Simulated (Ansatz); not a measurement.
In the program Ansatz at the PBE level (PAW), CoIrPt in the trigonal phase (P3m1; Co on 1a, Pt on 1b, Ir on 1c) relaxes to a = 2.712 Å, c = 6.550 Å. Co has 12 nearest neighbours from 2.56 Å (cuboctahedral); Pt has 12 nearest neighbours from 2.65 Å (cuboctahedral). Its formation energy from the elements is 2.3 kJ/mol of atoms, with no fitted shifts.

Electronic character: metallic (no gap). The magnetic state found is ferromagnetic. The net moment is 0.71 μB per atom.

The start of the workflow was typed in or built on a structure type; neither database checked (COD, Materials Project) lists it. Whether it is the stable phase at ambient conditions was not checked. The cell was relaxed with PBE under the symmetry of its start; whether a distortion lowers the energy is not shown. Spin order of the final state: ferromagnetic, the only order run, not a proven ground state. Axis ratios of metals converge slowly with the k-mesh, so a and c are less sure than the volume. The references are the lowest solids computed at this level, not always the standard phases. Spin–orbit coupling is left out wherever it is not named.

Potentials: the earlier of the program's two PAW sets.
